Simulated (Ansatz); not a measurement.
PbSe:
```cif
data_PbSe
_chemical_formula_sum 'Pb1 Se1'
_space_group_name_H-M_alt 'P 1'
_space_group_IT_number 1
_cell_length_a 4.34977
_cell_length_b 4.34977
_cell_length_c 4.35103
_cell_angle_alpha 59.990
_cell_angle_beta 120.010
_cell_angle_gamma 119.983
loop_
_space_group_symop_operation_xyz
  'x, y, z'
loop_
_atom_site_label
_atom_site_type_symbol
_atom_site_fract_x
_atom_site_fract_y
_atom_site_fract_z
_atom_site_occupancy
Pb1 Pb 0.50809 0.49191 0.50971 1
Se1 Se 0.00798 0.99202 0.01031 1
```

This is the r²SCAN+D4-relaxed structure.

Q: All from r²SCAN+D4 (plane waves, PAW; program Ansatz), unless another level is named. Estimate the highest zone-centre frequency (without LO–TO term).

A: 36 cm⁻¹.

Q: What about the Poisson's ratio?

A: 0.26.

Space group Fm-3m (rock salt). The cell was relaxed with r²SCAN+D4 under the symmetry of its start; of distortions, only those at the zone centre were tested. Scalar-relativistic: spin–orbit coupling is off unless named, which matters more the heavier the elements.

Potentials: the later of the program's two PAW sets.
